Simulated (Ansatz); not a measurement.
## Eigenvalues along a path: K (hcp type)

```
K
1.0
     4.66736    0.00000    0.00000
    -2.33368    4.04205    0.00000
     0.00000    0.00000    7.56112
K
2
Direct
  0.33333 0.66667 0.25000
  0.66667 0.33333 0.75000
```

The cell comes from a relaxation on PAW files under the same functional, begun from a prototype that needn't be the stable phase.

All numbers are PBEsol results (scalar-relativistic) from Ansatz 0.2.0, with a Γ-centred 10×10×5 k mesh, Fermi–Dirac smearing of 0.05 eV, no spin polarisation. Methods: LAPW: all electrons, basis error target 1 meV/atom.

Path points, in fractions of the reciprocal vectors: Γ (0.000, 0.000, 0.000), M (0.500, 0.000, 0.000), K (0.333, 0.333, 0.000), A (0.000, 0.000, 0.500), L (0.500, 0.000, 0.500), H (0.333, 0.333, 0.500). Levels in eV from the Fermi level; bands 3 to 11, counted from the lowest band of the run. The gap is zero, the pressure -0.01 GPa.

```
# k(1/Å) point b3 b4 b5 b6 b7 b8 b9 b10 b11
0.000 Γ -15.55 -15.48 -15.48 -15.47 -15.47 -15.47 -2.19 0.35 0.59
0.111 - -15.54 -15.48 -15.48 -15.47 -15.47 -15.47 -2.14 0.41 0.62
0.222 - -15.54 -15.49 -15.48 -15.48 -15.47 -15.47 -1.98 0.57 0.70
0.333 - -15.53 -15.50 -15.49 -15.49 -15.47 -15.47 -1.71 0.83 0.84
0.444 - -15.53 -15.51 -15.50 -15.49 -15.48 -15.47 -1.35 1.01 1.16
0.555 - -15.53 -15.52 -15.51 -15.49 -15.48 -15.48 -0.91 1.24 1.36
0.666 - -15.53 -15.52 -15.51 -15.50 -15.48 -15.48 -0.39 0.80 1.50
0.777 M -15.54 -15.52 -15.51 -15.50 -15.49 -15.48 0.12 0.25 1.66
0.841 - -15.54 -15.52 -15.51 -15.50 -15.49 -15.48 0.14 0.26 1.67
0.905 - -15.53 -15.52 -15.51 -15.50 -15.49 -15.48 0.19 0.30 1.70
0.970 - -15.53 -15.52 -15.51 -15.50 -15.49 -15.49 0.27 0.36 1.76
1.034 - -15.53 -15.52 -15.51 -15.51 -15.49 -15.49 0.38 0.44 1.69
1.098 - -15.53 -15.52 -15.51 -15.50 -15.50 -15.49 0.52 0.54 1.46
1.162 - -15.53 -15.51 -15.51 -15.50 -15.50 -15.50 0.66 0.68 1.17
1.226 K -15.52 -15.51 -15.51 -15.50 -15.50 -15.50 0.78 0.86 0.86
1.354 - -15.53 -15.52 -15.51 -15.51 -15.50 -15.49 0.15 1.15 1.25
1.482 - -15.52 -15.52 -15.51 -15.50 -15.49 -15.48 -0.51 1.47 1.53
1.611 - -15.52 -15.51 -15.51 -15.49 -15.48 -15.48 -1.09 1.16 1.37
1.739 - -15.53 -15.50 -15.50 -15.49 -15.48 -15.47 -1.56 0.91 0.98
1.867 - -15.54 -15.49 -15.49 -15.48 -15.47 -15.47 -1.91 0.65 0.73
1.995 - -15.54 -15.48 -15.48 -15.47 -15.47 -15.47 -2.12 0.43 0.63
2.123 Γ -15.55 -15.48 -15.48 -15.47 -15.47 -15.47 -2.19 0.35 0.59
2.183 - -15.54 -15.48 -15.48 -15.47 -15.47 -15.47 -2.18 0.13 0.82
2.242 - -15.54 -15.48 -15.48 -15.47 -15.47 -15.47 -2.13 -0.17 1.15
2.301 - -15.54 -15.48 -15.48 -15.48 -15.47 -15.47 -2.05 -0.46 1.48
2.361 - -15.53 -15.48 -15.48 -15.48 -15.47 -15.47 -1.95 -0.74 1.82
2.420 - -15.52 -15.49 -15.48 -15.48 -15.47 -15.47 -1.81 -1.00 2.16
2.480 - -15.52 -15.50 -15.48 -15.48 -15.47 -15.47 -1.65 -1.24 2.49
2.539 A -15.51 -15.51 -15.47 -15.47 -15.47 -15.47 -1.45 -1.45 2.81
2.650 - -15.51 -15.51 -15.48 -15.48 -15.47 -15.47 -1.40 -1.40 2.83
2.761 - -15.51 -15.51 -15.48 -15.48 -15.48 -15.48 -1.25 -1.25 2.85
2.872 - -15.51 -15.51 -15.49 -15.49 -15.48 -15.48 -1.00 -1.00 2.78
2.983 - -15.52 -15.52 -15.49 -15.49 -15.48 -15.48 -0.67 -0.67 2.40
3.094 - -15.53 -15.53 -15.49 -15.49 -15.49 -15.49 -0.26 -0.26 1.87
3.205 - -15.54 -15.54 -15.49 -15.49 -15.49 -15.49 0.21 0.21 1.32
3.316 L -15.54 -15.54 -15.49 -15.49 -15.49 -15.49 0.62 0.62 0.88
3.380 - -15.54 -15.54 -15.49 -15.49 -15.49 -15.49 0.64 0.64 0.89
3.444 - -15.54 -15.54 -15.49 -15.49 -15.48 -15.48 0.69 0.69 0.92
3.508 - -15.54 -15.54 -15.50 -15.50 -15.48 -15.48 0.77 0.77 0.97
3.573 - -15.53 -15.53 -15.50 -15.50 -15.48 -15.48 0.88 0.88 1.04
3.637 - -15.53 -15.53 -15.51 -15.51 -15.48 -15.48 1.00 1.00 1.14
3.701 - -15.53 -15.53 -15.51 -15.51 -15.48 -15.48 1.12 1.12 1.27
3.765 H -15.53 -15.53 -15.51 -15.51 -15.48 -15.48 1.21 1.21 1.34
3.893 - -15.53 -15.53 -15.51 -15.51 -15.48 -15.48 0.72 0.72 1.56
4.021 - -15.53 -15.53 -15.50 -15.50 -15.48 -15.48 0.12 0.12 1.92
4.150 - -15.53 -15.53 -15.49 -15.49 -15.48 -15.48 -0.42 -0.42 2.34
4.278 - -15.52 -15.52 -15.49 -15.49 -15.48 -15.48 -0.86 -0.86 2.73
4.406 - -15.51 -15.51 -15.48 -15.48 -15.48 -15.48 -1.18 -1.18 2.86
4.534 - -15.51 -15.51 -15.48 -15.48 -15.48 -15.48 -1.39 -1.39 2.83
4.662 A -15.51 -15.51 -15.47 -15.47 -15.47 -15.47 -1.45 -1.45 2.81
```
